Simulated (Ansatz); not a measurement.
An Ansatz (a program for electronic structure) run. Input:

Ansatz 0.2 input:
```yaml
crystal:
  lattice:
    - [5.3694302796, 0.0, 0.0]
    - [0.0, 5.3694302796, 0.0]
    - [0.0, 0.0, 3.914925318]
  atoms:
    - { symbol: Li, position: [0.5, 0.0, 0.5] }
    - { symbol: Li, position: [0.0, 0.5, 0.5] }
    - { symbol: Ta, position: [0.0, 0.0, 0.0] }
    - { symbol: Ta, position: [0.5, 0.5, 0.0] }
    - { symbol: O, position: [0.0, 0.0, 0.5] }
    - { symbol: O, position: [0.5, 0.5, 0.5] }
    - { symbol: O, position: [0.6773132727, 0.1773132727, 0.0] }
    - { symbol: O, position: [0.3226867273, 0.8226867273, 0.0] }
    - { symbol: O, position: [0.8226867273, 0.6773132727, 0.0] }
    - { symbol: O, position: [0.1773132727, 0.3226867273, 0.0] }
kpoints:
  mp_grid: { grid: [5, 5, 6] }
basis: { xc_grid: 2 }
hamiltonian:
  xc: pbesol
  pseudopotentials: { kind: paw }
scf:
  occupations: { method: fixed }
output:
  optics: { e_range: [0.0, 15.0], de: 0.05, sigma: 0.1, bands: { spectra_wanted_up_to: 12 eV } }
```

Output (shortened):

```
output.optics: the spectra are integrated over the Brillouin zone by k·p interpolation around the k-points, where levels, occupations, output.optics.sigma and …
Pseudopotential: Li, paw, valence charge 3
Pseudopotential: Ta, paw, valence charge 13
Pseudopotential: O, paw, valence charge 6
Functional definition: PBEsol
Crystal: 10 atoms, lattice volume = 112.870 Å³
Basis set: ecut = 420 eV, 2165 PW (Γ), exchange–correlation on 72×72×54 points (8 copies of the dense FFT grid, shifted against one another)
Bands: 44, of which v1, the nominal top of the filled ones, is band 34 counted from 1 (33 counted from 0)
Symmetry: 16 space group operations
Space group: P4/mbm (ITA 127), of the structure as read, at distance tolerance 4.8e-5 Å
k-points: 24 of 150
SCF iter   1: F=—  HF=-23395.503026 eV  |F-HF|=—  |Δ(HF+E_count)|=         —  Δρ=1.88e-2  dr2=3.58e-1  ethr=1.77e-3  ⟨swp⟩=4.5  Hψ=3760  notcnv=0  defer=170
preconditioner: auto → Resta (q_TF=auto, 2.507 Å⁻¹)
SCF iter   2: F=—  HF=-23395.421667 eV  |F-HF|=—  |Δ(HF+E_count)|=   8.14e-2  Δρ=4.83e-3  dr2=1.52e-2  ethr=5.26e-4  ⟨swp⟩=2.0  Hψ=1745  notcnv=0  defer=180
SCF iter   3: F=—  HF=-23395.418067 eV  |F-HF|=—  |Δ(HF+E_count)|=   3.60e-3  Δρ=1.32e-3  dr2=9.64e-4  ethr=2.24e-5  ⟨swp⟩=2.0  Hψ=1524  notcnv=0  defer=190
SCF iter   4: F=—  HF=-23395.418086 eV  |F-HF|=—  |Δ(HF+E_count)|=   1.86e-5  Δρ=3.26e-4  dr2=9.93e-5  ethr=1.42e-6  ⟨swp⟩=2.2  Hψ=1788  notcnv=0  defer=187
SCF iter   5: F=—  HF=-23395.417673 eV  |F-HF|=—  |Δ(HF+E_count)|=   4.13e-4  Δρ=1.26e-4  dr2=1.77e-5  ethr=1.46e-7  ⟨swp⟩=2.0  Hψ=1497  notcnv=0  defer=98
SCF iter   6: F=—  HF=-23395.417672 eV  |F-HF|=—  |Δ(HF+E_count)|=   1.04e-6  Δρ=3.10e-5  dr2=1.04e-6  ethr=2.61e-8  ⟨swp⟩=2.0  Hψ=1469  notcnv=0  defer=89
SCF iter   7: F=—  HF=-23395.417675 eV  |F-HF|=—  |Δ(HF+E_count)|=   3.16e-6  Δρ=9.79e-6  dr2=1.35e-7  ethr=1.52e-9  ⟨swp⟩=2.0  Hψ=1232  notcnv=0  defer=89
SCF iter   8: F=—  HF=-23395.417675 eV  |F-HF|=—  |Δ(HF+E_count)|=   1.48e-7  Δρ=1.64e-6  dr2=3.36e-9  ethr=1.98e-10  ⟨swp⟩=2.0  Hψ=1405  notcnv=0  defer=89
SCF iter  10: F=-23395.417675 eV  HF=-23395.417675 eV  |F-HF|=1.09e-11  |Δ(HF+E_count)|=  5.82e-11  Δρ=6.55e-8  dr2=6.81e-12  ethr=1.00e-12  ⟨swp⟩=10.7  Hψ=3711  notcnv=0
SCF 1 converged in 10 iterations: F = -23395.417675 eV  dr2 = 6.81e-12
NSCF: frozen V_eff on 24 k-points
Optics k sum: 0 of 24 k-points
Optics k sum: 2 of 24 k-points
Optics k sum: 3 of 24 k-points
Optics k sum: 4 of 24 k-points
Optics k sum: 5 of 24 k-points
Optics k sum: 6 of 24 k-points
Optics k sum: 8 of 24 k-points
Optics k sum: 9 of 24 k-points
Optics k sum: 10 of 24 k-points
Optics k sum: 11 of 24 k-points
Optics k sum: 12 of 24 k-points
Optics k sum: 14 of 24 k-points
Optics k sum: 15 of 24 k-points
Optics k sum: 16 of 24 k-points
Optics k sum: 17 of 24 k-points
Optics k sum: 18 of 24 k-points
Optics k sum: 20 of 24 k-points
Optics k sum: 21 of 24 k-points
Optics k sum: 22 of 24 k-points
Optics k sum: 23 of 24 k-points
Optics k sum: 24 of 24 k-points
Optics k sum: 0 of 24 k-points
Optics k sum: 2 of 24 k-points
Optics k sum: 3 of 24 k-points
Optics k sum: 4 of 24 k-points
Optics k sum: 5 of 24 k-points
Optics k sum: 6 of 24 k-points
Optics k sum: 8 of 24 k-points
Optics k sum: 9 of 24 k-points
Optics k sum: 10 of 24 k-points
Optics k sum: 11 of 24 k-points
Optics k sum: 12 of 24 k-points
Optics k sum: 14 of 24 k-points
Optics k sum: 15 of 24 k-points
Optics k sum: 16 of 24 k-points
Optics k sum: 17 of 24 k-points
Optics k sum: 18 of 24 k-points
Optics k sum: 20 of 24 k-points
Optics k sum: 21 of 24 k-points
Optics k sum: 22 of 24 k-points
Optics k sum: 23 of 24 k-points
Optics k sum: 24 of 24 k-points
NSCF: frozen V_eff on 1 k-points
NSCF: frozen V_eff on 1 k-points
NSCF: frozen V_eff on 1 k-points
NSCF: frozen V_eff on 1 k-points
output.optics: what the bands over the 67 summed would add to eps1, eps2 and the energy-loss function is held between a lower and an upper bound (9 Lanczos …
SCF converged after 10 iterations
Free energy (F): -23395.417675 eV
Harris-Foulkes:  -23395.417675 eV  (|F-HF|=1.09e-11)
Internal energy: -23395.417675 eV  (E = F + TS)
E sigma→0 (E₀):  -23395.417675 eV
Fermi energy:    7.432239 eV
--- Per-component energies (eV) ---
  E_band       = -639.190419
  E_kinetic    = 1819.410027
  E_local      = -4352.697034  (includes V_loc(G=0)·N_el)
  E_nonlocal   = 257.290964
  E_hartree    = 1550.002823
  E_xc         = -890.879158
  E_vxc        = -994.069297  (∫ρ·V_xc dr)
  E_paw        = -17499.391581  (= ΣΔE_a)
  E_vpaw       = -469.145423  (= ΣTr[D̂ρ^β])
  E_aug_tail   = 0.014650  (compensation charges beyond the density's cutoff)
  E_ewald      = -4279.807386
  E_core_change = 0.639020  (= ΣΔE_core)
  E_smearing   =  0.000000  (= −TS)
  E_closure    =  0.000000  (closes the sum)
  Σ components = -23395.417675   (vs F -23395.417675, Δ=0.00e0)
  [band-id]    e_kinetic+e_local+e_nonlocal+2·e_hartree+e_vxc+e_vpaw+e_augmentation_tail = -639.190468   (vs E_band -639.190419, Δ=-4.89e-5)
--- Band table (eV; the first three rows and the last of 24) ---
  k-point 0: bands = ["-59.7656", "-59.7631", "-36.4279", "-36.4270", "-26.4493", "-26.4493", "-26.3970", "-26.3859", "-26.3216", "-26.3216", "-10.3452", "-9.7960", "-9.5427", "-9.4808", "-8.2095", "-8.2095", "2.1204", "2.3298", "2.3384", "4.5362", "4.5874", …
  k-point 1: bands = ["-59.7655", "-59.7630", "-36.4278", "-36.4269", "-26.4479", "-26.4479", "-26.4264", "-26.4149", "-26.3204", "-26.3204", "-10.2111", "-9.4911", "-9.4773", "-9.3732", "-8.1998", "-8.1998", "2.1249", "2.3371", "2.3464", "3.6790", "3.6790", …
  k-point 2: bands = ["-59.7652", "-59.7627", "-36.4276", "-36.4266", "-26.4843", "-26.4722", "-26.4452", "-26.4452", "-26.3180", "-26.3180", "-10.0579", "-9.4701", "-8.8446", "-8.8020", "-8.1802", "-8.1802", "2.1347", "2.3478", "2.3626", "2.5084", "2.6676", …
  k-point 23: bands = ["-59.7639", "-59.7637", "-36.4270", "-36.4269", "-26.5073", "-26.5060", "-26.4505", "-26.4386", "-26.3242", "-26.3119", "-9.5285", "-9.3791", "-8.6006", "-8.4547", "-8.4460", "-8.4355", "1.6982", "1.7032", "1.9929", "2.2539", "2.3666", …
```

Cost: very roughly 2.9 core-minutes on shared cores.

The first step of the workflow began from a Materials Project structure, measured or hypothetical; the Crystallography Open Database copy checked does not list it. It is not the phase usual at ambient conditions (space group No. 161). The cell was relaxed with PBEsol under the symmetry of its start; its stability against distortions is not shown here. No spin polarisation was allowed. Spin–orbit coupling is left out wherever it is not named.

Potentials: the later of the program's two PAW sets.

Ansatz is a plane-wave DFT program.
